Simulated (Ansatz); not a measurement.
Relaxed-ion elastic tensor of Ti in space group P6/mmm (No. 191; Ti on 1a, Ti on 2d) in GPa (Voigt order), the program Ansatz at the LDA level (PAW); density 5.02 g/cm³, 15.84 Å³ per atom.

```
 208   101  66.6   0.0   0.0   0.0
 101   208  66.6   0.0   0.0   0.0
66.6  66.6   263   0.0   0.0   0.0
 0.0   0.0   0.0  52.1   0.0   0.0
 0.0   0.0   0.0   0.0  52.1   0.0
 0.0   0.0   0.0   0.0   0.0  53.4
```

Is the crystal mechanically stable?

Yes: the smallest eigenvalue of C is 52.1 GPa.

Work out the Voigt, Reuss and Hill averages.

K_V = 128, K_R = 127, K_H = 128; G_V = 61.2, G_R = 57.9, G_H = 59.5 GPa.

Give Young's modulus, Poisson's ratio, Pugh's ratio and the universal anisotropy index.

E = 9KG/(3K + G) = 155 GPa; ν = 0.30; K/G = 2.14 (ductile by the Pugh limit of 1.75); A_U = 5G_V/G_R + K_V/K_R − 6 = 0.29.

Estimate the sound speeds and the Debye temperature.

v_l = √((K + 4G/3)/ρ) = 6420 m/s, v_t = √(G/ρ) = 3450 m/s, mean 3850 m/s; Θ = (h/k)(3n/4πV)^(1/3) v_m = 456 K.

Solve the Christoffel equation for the three sound speeds along x, y, z.

Eigenvalues of C_ijkl n_j n_l equal ρv². In km/s, slowest first: x 3.22, 3.26, 6.44; y 3.22, 3.26, 6.44; z 3.22, 3.22, 7.25.

How much does each axis shrink under pressure?

Linear compressibilities β_i = Σ_j S_ij (j = 1 to 3): x 2.7, y 2.7, z 2.4 per TPa.

This is a known high-pressure phase of the composition, computed here at zero pressure and temperature. The LDA relaxation kept the symmetry of its start; whether a distortion lowers the energy is not shown. The run is not spin-polarised. As this level gives no gap, shear constants depend on the k-mesh and smearing (Fermi–Dirac, 0.1 eV here).

Potentials: the later of the program's two PAW sets.
